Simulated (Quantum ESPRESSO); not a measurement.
Hf2TaF3O5, finding a planted mistake in a log

Simulated, not a measurement. The program is pw.x of Quantum ESPRESSO 7.5 (plane-wave density functional theory). The cell is made up: 11 atoms on a rutile lattice with one site empty, with randomly drawn elements, strain and displacements, not relaxed. PseudoDojo standard norm-conserving files (v0.5 for PBE, v0.4.1 for LDA and PBEsol) set the functional; there is no spin polarisation, spin-orbit coupling or dispersion term, and the masses in the input are unused placeholders.

The hafnium pseudopotential is less sure than the others, with forces about 3 percent (worst 6) and pressure in oxides about 1.5 GPa (worst 2.7) from a second method in checks, which no rerun with the same files tests.

Intended input:

```
&control calculation='scf', pseudo_dir='./dojo.nc.sr.pbe.v0_5.standard.upf', outdir='./o', disk_io='low', tprnfor=.true., tstress=.true. /
&system ibrav=0, nat=11, ntyp=4, nbnd=50, ecutwfc=84.00895049, nosym=.true., tot_charge=0,
 occupations='smearing', smearing='fd', degauss=0.0018374661
/
&electrons conv_thr=7.350e-09, electron_maxstep=60, /
ATOMIC_SPECIES
F 1.0 F.upf
Hf 1.0 Hf.upf
O 1.0 O.upf
Ta 1.0 Ta.upf
CELL_PARAMETERS angstrom
4.9201 0.0 0.0
0.0 4.9201 0.0
0.0 0.0 6.5062
ATOMIC_POSITIONS angstrom
Hf -0.0233 -0.0421 -0.0451
Ta 2.4721 2.5051 1.6346
Hf 2.4502 2.4459 4.9143
F 1.5027 1.5303 0.0315
F 3.3727 3.3761 -0.049
O 3.9754 0.957 1.5903
O 0.9587 3.9688 1.6284
O 1.5014 1.5049 3.1804
O 3.4435 3.4294 3.2759
O 3.9797 0.9697 4.8963
F 0.9183 3.9659 4.8634
K_POINTS automatic
5 5 4 1 1 1
```

The log is shortened where brackets say so; the opening notice, blank lines, dates and the lines on written files are dropped, and the path of the files is cut. It prints rydbergs, bohrs and kilobars, and counts compression as positive stress. Where no state is partly filled, the Fermi energy that it prints is only some level between the filled and the empty states on the mesh, and need not lie in the true gap.

Log of the intended run:

```
     Program PWSCF v.7.5
     Parallel version (MPI & OpenMP), running on       4 processor cores
     Number of MPI processes:                 4
     Threads/MPI process:                     1
     [start-up lines left out]
     bravais-lattice index     =            0
     lattice parameter (alat)  =       9.2976  a.u.
     unit-cell volume          =    1062.8497 (a.u.)^3
     number of atoms/cell      =           11
     number of atomic types    =            4
     number of electrons       =        88.00
     number of Kohn-Sham states=           50
     kinetic-energy cutoff     =      84.0090  Ry
     charge density cutoff     =     336.0358  Ry
     scf convergence threshold =      7.3E-09
     mixing beta               =       0.7000
     number of iterations used =            8  plain     mixing
     Exchange-correlation= PBE
                           (   1   4   3   4   0   0   0)
     [axes and pseudopotential details left out]
   Cartesian axes
     site n.     atom                  positions (alat units)
         1        Hf     tau(   1) = (  -0.0047357  -0.0085567  -0.0091665  )
         2        Ta     tau(   2) = (   0.5024491   0.5091563   0.3322290  )
         3        Hf     tau(   3) = (   0.4979980   0.4971240   0.9988212  )
         4        F      tau(   4) = (   0.3054206   0.3110303   0.0064023  )
         5        F      tau(   5) = (   0.6854942   0.6861852  -0.0099591  )
         6        O      tau(   6) = (   0.8079917   0.1945082   0.3232251  )
         7        O      tau(   7) = (   0.1948538   0.8066503   0.3309689  )
         8        O      tau(   8) = (   0.3051564   0.3058678   0.6464096  )
         9        O      tau(   9) = (   0.6998841   0.6970184   0.6658198  )
        10        O      tau(  10) = (   0.8088657   0.1970895   0.9951627  )
        11        F      tau(  11) = (   0.1866425   0.8060609   0.9884758  )
     number of k points=    50  Fermi-Dirac smearing, width (Ry)=  0.0018
                       cart. coord. in units 2pi/alat
        k(    1) = (   0.1000000   0.1000000   0.0945271), wk =   0.0400000
        k(    2) = (   0.1000000   0.1000000   0.2835814), wk =   0.0400000
     [further k points left out]
     Dense  grid:   110615 G-vectors     FFT dimensions: (  60,  60,  72)
     Estimated max dynamical RAM per process >     320.62 MB
     Estimated total dynamical RAM >       1.17 GB
     Initial potential from superposition of free atoms
     starting charge      87.9953, renormalised to      88.0000
     Starting wfcs are   62 randomized atomic wfcs
     total cpu time spent up to now is       16.2 secs
     per-process dynamical memory:   250.0 Mb
     Self-consistent Calculation
     iteration #  1     ecut=    84.01 Ry     beta= 0.70
     Davidson diagonalization with overlap
     ethr =  1.00E-02,  avg # of iterations =  2.0
     total cpu time spent up to now is       48.4 secs
     total energy              =    -666.96473901 Ry
     estimated scf accuracy    <       5.27569230 Ry
     iteration #  2     ecut=    84.01 Ry     beta= 0.70
     Davidson diagonalization with overlap
     ethr =  6.00E-03,  avg # of iterations =  6.7
     total cpu time spent up to now is       93.5 secs
     total energy              =    -660.43048326 Ry
     estimated scf accuracy    <      71.41042418 Ry
     [iterations 3 to 17 left out]
     iteration # 18     ecut=    84.01 Ry     beta= 0.70
     Davidson diagonalization with overlap
     ethr =  5.41E-11,  avg # of iterations =  4.9
     total cpu time spent up to now is      447.4 secs
     total energy              =    -669.96523009 Ry
     estimated scf accuracy    <          8.4E-09 Ry
     iteration # 19     ecut=    84.01 Ry     beta= 0.70
     Davidson diagonalization with overlap
     ethr =  9.54E-12,  avg # of iterations =  2.2
     total cpu time spent up to now is      464.4 secs
     End of self-consistent calculation
     [lines on levels left out]
     the Fermi energy is     7.4935 ev
!    total energy              =    -669.96523009 Ry
     estimated scf accuracy    <          3.2E-09 Ry
     smearing contrib. (-TS)   =      -0.00000000 Ry
     internal energy E=F+TS    =    -669.96523009 Ry
     The total energy is F=E-TS. E is the sum of the following terms:
     one-electron contribution =    -261.68827570 Ry
     hartree contribution      =     168.28525552 Ry
     xc contribution           =    -160.82364354 Ry
     ewald contribution        =    -415.73856638 Ry
     convergence has been achieved in  19 iterations
     Forces acting on atoms (cartesian axes, Ry/au):
     atom    1 type  2   force =    -0.05860356    0.10065765    0.11073468
     atom    2 type  4   force =    -0.00926718   -0.02807275    0.51164454
     atom    3 type  2   force =     0.07405750   -0.10006404   -0.42047778
     atom    4 type  1   force =    -0.02759136   -0.02556287   -0.00495502
     atom    5 type  1   force =     0.03714448    0.04490185    0.01549858
     atom    6 type  3   force =    -0.06783594    0.06212667   -0.13838731
     atom    7 type  3   force =     0.08125971   -0.08007503   -0.13962388
     atom    8 type  3   force =     0.10052073    0.10761838   -0.04196396
     atom    9 type  3   force =    -0.11014983   -0.09517371   -0.04400608
     atom   10 type  3   force =    -0.05120359    0.04196736    0.11398063
     atom   11 type  1   force =     0.03166905   -0.02832352    0.03755560
     Total force =     0.783035     Total SCF correction =     0.000127
     Computing stress (Cartesian axis) and pressure
          total   stress  (Ry/bohr**3)                   (kbar)     P=     -126.40
  -0.00064930   0.00076116  -0.00006774          -95.52      111.97       -9.97
   0.00076116  -0.00062890   0.00011293          111.97      -92.51       16.61
  -0.00006774   0.00011293  -0.00129951           -9.97       16.61     -191.16
     init_run     :     14.31s CPU     14.80s WALL (       1 calls)
     electrons    :    446.52s CPU    448.27s WALL (       1 calls)
     forces       :      3.10s CPU      3.13s WALL (       1 calls)
     stress       :     10.88s CPU     11.17s WALL (       1 calls)
     [timing details left out]
     PWSCF        :   7m56.29s CPU   7m58.97s WALL
     JOB DONE.
```

A second run was made from an input with one planted mistake. Its log:

```
     Program PWSCF v.7.5
     Parallel version (MPI & OpenMP), running on       4 processor cores
     Number of MPI processes:                 4
     Threads/MPI process:                     1
     [start-up lines left out]
     bravais-lattice index     =            0
     lattice parameter (alat)  =       9.2976  a.u.
     unit-cell volume          =    1062.8497 (a.u.)^3
     number of atoms/cell      =           11
     number of atomic types    =            4
     number of electrons       =        88.00
     number of Kohn-Sham states=           50
     kinetic-energy cutoff     =      84.0090  Ry
     charge density cutoff     =     336.0358  Ry
     scf convergence threshold =      2.9E-03
     mixing beta               =       0.7000
     number of iterations used =            8  plain     mixing
     Exchange-correlation= PBE
                           (   1   4   3   4   0   0   0)
     [axes and pseudopotential details left out]
   Cartesian axes
     site n.     atom                  positions (alat units)
         1        Hf     tau(   1) = (  -0.0047357  -0.0085567  -0.0091665  )
         2        Ta     tau(   2) = (   0.5024491   0.5091563   0.3322290  )
         3        Hf     tau(   3) = (   0.4979980   0.4971240   0.9988212  )
         4        F      tau(   4) = (   0.3054206   0.3110303   0.0064023  )
         5        F      tau(   5) = (   0.6854942   0.6861852  -0.0099591  )
         6        O      tau(   6) = (   0.8079917   0.1945082   0.3232251  )
         7        O      tau(   7) = (   0.1948538   0.8066503   0.3309689  )
         8        O      tau(   8) = (   0.3051564   0.3058678   0.6464096  )
         9        O      tau(   9) = (   0.6998841   0.6970184   0.6658198  )
        10        O      tau(  10) = (   0.8088657   0.1970895   0.9951627  )
        11        F      tau(  11) = (   0.1866425   0.8060609   0.9884758  )
     number of k points=    50  Fermi-Dirac smearing, width (Ry)=  0.0018
                       cart. coord. in units 2pi/alat
        k(    1) = (   0.1000000   0.1000000   0.0945271), wk =   0.0400000
        k(    2) = (   0.1000000   0.1000000   0.2835814), wk =   0.0400000
     [further k points left out]
     Dense  grid:   110615 G-vectors     FFT dimensions: (  60,  60,  72)
     Estimated max dynamical RAM per process >     320.62 MB
     Estimated total dynamical RAM >       1.17 GB
     Initial potential from superposition of free atoms
     starting charge      87.9953, renormalised to      88.0000
     Starting wfcs are   62 randomized atomic wfcs
     total cpu time spent up to now is        9.5 secs
     per-process dynamical memory:   250.0 Mb
     Self-consistent Calculation
     iteration #  1     ecut=    84.01 Ry     beta= 0.70
     Davidson diagonalization with overlap
     ethr =  1.00E-02,  avg # of iterations =  2.0
     total cpu time spent up to now is       25.9 secs
     total energy              =    -666.96473901 Ry
     estimated scf accuracy    <       5.27569230 Ry
     iteration #  2     ecut=    84.01 Ry     beta= 0.70
     Davidson diagonalization with overlap
     ethr =  6.00E-03,  avg # of iterations =  6.7
     total cpu time spent up to now is       53.5 secs
     total energy              =    -660.43048326 Ry
     estimated scf accuracy    <      71.41042418 Ry
     [iterations 3 to 8 left out]
     iteration #  9     ecut=    84.01 Ry     beta= 0.70
     Davidson diagonalization with overlap
     ethr =  1.27E-05,  avg # of iterations =  1.1
     total cpu time spent up to now is      194.2 secs
     total energy              =    -669.96481981 Ry
     estimated scf accuracy    <       0.00537702 Ry
     iteration # 10     ecut=    84.01 Ry     beta= 0.70
     Davidson diagonalization with overlap
     ethr =  6.11E-06,  avg # of iterations =  3.5
     total cpu time spent up to now is      218.4 secs
     End of self-consistent calculation
     [lines on levels left out]
     the Fermi energy is     7.4774 ev
!    total energy              =    -669.96425929 Ry
     estimated scf accuracy    <       0.00108335 Ry
     smearing contrib. (-TS)   =      -0.00000000 Ry
     internal energy E=F+TS    =    -669.96425929 Ry
     The total energy is F=E-TS. E is the sum of the following terms:
     one-electron contribution =    -261.82647173 Ry
     hartree contribution      =     168.41377423 Ry
     xc contribution           =    -160.81299541 Ry
     ewald contribution        =    -415.73856638 Ry
     convergence has been achieved in  10 iterations
     Forces acting on atoms (cartesian axes, Ry/au):
     atom    1 type  2   force =    -0.05865303    0.10037930    0.11086510
     atom    2 type  4   force =    -0.00897149   -0.02812243    0.51264380
     atom    3 type  2   force =     0.07368401   -0.09957595   -0.42135115
     atom    4 type  1   force =    -0.02759411   -0.02516271   -0.00633554
     atom    5 type  1   force =     0.03673090    0.04502965    0.01427479
     atom    6 type  3   force =    -0.06698433    0.06125905   -0.13929801
     atom    7 type  3   force =     0.08091520   -0.07963216   -0.14198163
     atom    8 type  3   force =     0.10140757    0.10915197   -0.04060226
     atom    9 type  3   force =    -0.11172454   -0.09623980   -0.04221937
     atom   10 type  3   force =    -0.05130352    0.04204882    0.11429302
     atom   11 type  1   force =     0.03249335   -0.02913572    0.03971126
     Total force =     0.785104     Total SCF correction =     0.125614
     SCF correction compared to forces is large: reduce conv_thr to get better values
     Computing stress (Cartesian axis) and pressure
          total   stress  (Ry/bohr**3)                   (kbar)     P=     -121.73
  -0.00062431   0.00075243  -0.00006352          -91.84      110.69       -9.34
   0.00075243  -0.00060328   0.00010872          110.69      -88.75       15.99
  -0.00006352   0.00010872  -0.00125490           -9.34       15.99     -184.60
     init_run     :      9.01s CPU      9.35s WALL (       1 calls)
     electrons    :    207.92s CPU    208.99s WALL (       1 calls)
     forces       :      3.73s CPU      3.77s WALL (       1 calls)
     stress       :     11.70s CPU     11.96s WALL (       1 calls)
     [timing details left out]
     PWSCF        :   3m52.59s CPU   3m54.43s WALL
     JOB DONE.
```

Question: what was wrong in the second input?

Answer: the self-consistency threshold is too loose. The input lines that differ, file-writing options aside:

```
- &electrons conv_thr=7.350e-09, electron_maxstep=60, /
+ &electrons conv_thr=2.940e-03, electron_maxstep=60, /
```

|  | intended run | run with the mistake |
| --- | --- | --- |
| free energy (eV) | -9115.341 | -9115.328 |
| smearing term -TS (eV) | 0.0000 | 0.0000 |
| pressure (GPa) | -12.64 | -12.17 |
| largest force component (eV/Å) | 13.155 | 13.181 |
| largest change of a force component (eV/Å) |  | 0.061 |
| iterations | 19 | 10 |

For scale, a rerun of the intended cell at a cutoff of 1437 eV and k mesh 7 x 7 x 6 moved values by no more than 0.004 eV in energy, 0.03 GPa in stress and 0.002 eV/Å in force.